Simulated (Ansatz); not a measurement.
In DFT-PBE in the program Ansatz with PAW potentials, CoC₆ in the orthorhombic phase (Amm2; Pearson symbol oS14) relaxes to a = 3.541 Å, b = 7.502 Å, c = 4.356 Å. Against the elements it lies at 0.43 eV/atom, with no fitted shifts.

Electronic character: metallic (no gap). The magnetic state found is ferromagnetic. The net moment is 0.15 μB per atom.

The start of the workflow was typed in or built on a structure type; neither database checked (COD, Materials Project) lists it. Its standing as an ambient phase is unchecked. The PBE relaxation kept the symmetry of its start; whether a distortion lowers the energy is not shown. Magnetic state: ferromagnetic, the only order run, not a proven ground state. The cell computed holds one magnetic atom, so no antiferromagnetic order was within reach. Its formation energy is positive at this level, so the cell may be metastable or incomplete. The references are the lowest solids computed at this level, not always the standard phases.

Potentials: the earlier of the program's two PAW sets.
